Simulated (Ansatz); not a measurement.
The relaxed structure here is a generated cell of VSi2: the first start was made by a random draw of sites in a space group, and the end was not matched to a known phase here, so it may be hypothetical.

The end point of a relaxation of VSi$_{2}$. Space group R32 (No. 155). These are r2SCAN (plane waves to 500 eV, PAW, scalar-relativistic; Ansatz, a quantum-chemistry and plane-wave program) values and carry that method's errors.

Space group R32, hexagonal axes (No. 155); a = b = 4.9843 Å, c = 17.9781 Å, α = β = 90.00°, γ = 120.00°

```json
[
 {"atom": "Si", "site": "18f", "symmetry": "1", "x": "0.6300", "y": "0.0094", "z": "0.1021"},
 {"atom": "V", "site": "9d", "symmetry": ".2", "x": "0.0000", "y": "0.2920", "z": "0.0000"}
]
```
(The calculation used a cell of 9 atoms; values per cell refer to that cell.)

```yaml
volume_per_atom: 14.33 Å³
band_gap: no gap (metallic)
magnetic_moment: zero (the starting moments vanished)
shortest_distances: Si–Si 2.35 Å; Si–V 2.48 Å; V–V 2.52 Å
k-mesh: 11×11×11
```

Band energies at high-symmetry points (eV from the Fermi level; labels of this space group; no spin-orbit coupling), from −5 eV up to 1.7 eV:

```tsv
point	energies
Γ	-4.50 -4.50 -3.54 -3.16 -3.16 -2.49 -2.49 -2.49 -1.59 -0.19 -0.19 -0.18 0.12 1.01 1.22 1.22 1.53 1.53
T	-4.69 -4.69 -4.44 -3.66 -3.22 -2.96 -2.96 -2.81 -2.32 -2.32 -0.43 -0.24 -0.18 -0.18 1.32 1.32
H2	-4.38 -4.35 -3.87 -3.72 -3.60 -2.74 -2.49 -2.33 -2.09 -1.52 -1.42 -1.37 0.07 0.41 0.42 0.86 1.11 1.49 1.54
H0	-4.38 -4.35 -3.87 -3.72 -3.60 -2.74 -2.49 -2.33 -2.09 -1.52 -1.42 -1.37 0.07 0.41 0.42 0.86 1.11 1.49 1.54
L	-4.86 -4.58 -2.94 -2.34 -2.05 -1.97 -1.67 -1.39 -1.37 -0.91 -0.23 -0.08 0.49 0.80 0.93 1.51
S0	-4.67 -4.13 -3.83 -3.79 -3.06 -3.03 -2.45 -2.41 -2.19 -1.56 -1.39 -1.35 0.14 0.37 0.44 0.75 1.25 1.48
S2	-4.67 -4.13 -3.83 -3.79 -3.06 -3.03 -2.45 -2.41 -2.19 -1.56 -1.39 -1.35 0.14 0.37 0.44 0.75 1.25 1.48
F	-4.26 -4.24 -3.66 -3.59 -2.39 -2.13 -1.92 -1.73 -1.30 -1.26 -0.82 -0.33 -0.25 0.42 1.02 1.23 1.32 1.56
```

No spin polarisation in the result: the starting moments vanished. The relaxed primitive cell holds an odd number of electrons. A magnetic state may lie lower.

The run could not lose the symmetry of its start: the end is stationary, and may be a saddle point rather than a minimum.
